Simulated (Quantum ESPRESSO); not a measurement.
# Planted mistakes on one cell of Zr3GaO7F

These are calculations, not measurements. They come from pw.x of Quantum ESPRESSO 7.5, a plane-wave density functional program, with PseudoDojo standard norm-conserving files (v0.5 for PBE, v0.4.1 for LDA and PBEsol). The cells are made up: elements, strain and atom displacements were drawn at random, and nothing was relaxed. There is no spin polarisation, spin-orbit coupling or dispersion term.

The cell has 12 sites of a fluorite lattice. Sites 1 to 4 hold Zr Zr Zr Ga; sites 5 to 12 hold O F O O O O O O. Cell vectors in Å: (5.079, 0.072, 0.031); (0.072, 5.141, 0.037); (0.031, 0.037, 5.036). Settings: PBE, cutoff 1143 eV, 4 x 4 x 4 k mesh shifted by half a step, Fermi-Dirac smearing of 0.025 eV.

The intended run has a self-consistency threshold of 1e-07 eV, a smearing term of 0.000 eV, a pressure of 6.53 GPa and 15 iterations. Each further run changes one thing: all lengths scaled by 0.9937; atoms of sites 2 and 4 exchanged; cutoff 771 eV; files of PBEsol; k mesh 1 x 1 x 1; one electron removed; smearing 0.35 eV; threshold 0.07 eV. A coarse mesh keeps the shift, and a charged cell sits in a uniform background.

| run | change of free energy (eV) | smearing term -TS (eV) | change of P (GPa) | largest change of a force component (eV/Å) | iterations |
| --- | --- | --- | --- | --- | --- |
| A | 0.042 | 0.000 | -0.29 | 0.304 | 6 |
| B | 0.136 | 0.000 | 4.64 | 0.219 | 15 |
| C | 16.972 | 0.000 | -6.97 | 0.144 | 15 |
| D | -4.443 | 0.000 | -4.04 | 0.947 | 14 |
| E | -0.070 | -0.256 | 0.36 | 0.158 | 14 |
| F | 3.291 | 0.000 | -30.74 | 0.033 | 15 |
| G | -11.098 | -0.018 | -19.45 | 1.185 | 18 |
| H | -0.163 | 0.000 | -2.28 | 1.563 | 15 |

A rerun of the intended cell at 1467 eV and k mesh 6 x 6 x 6 moved values by no more than 0.002 eV in the cell's energy, 0.05 GPa in stress and 0.006 eV/Å in force.

Question: which change belongs to which run?

## Worked reading

Run A has the fewest iterations, as a run stopped early does. Run E has the largest smearing term, as wide smearing gives. Run F has a higher energy and the largest fall in pressure, as too small a basis gives. Run B changes the volume by a factor of 0.9812; minus its pressure change over the logarithm of that factor, 244 GPa, is a rough bulk modulus with clamped atoms. Energies from files of another functional, or of a charged cell, have another zero and say nothing on stability; the pressure of a charged cell rests on the program's zero of potential too.

## Key

| run | change |
| --- | --- |
| A | threshold 0.07 eV |
| B | all lengths scaled by 0.9937 |
| C | files of PBEsol |
| D | k mesh 1 x 1 x 1 |
| E | smearing 0.35 eV |
| F | cutoff 771 eV |
| G | one electron removed |
| H | atoms of sites 2 and 4 exchanged |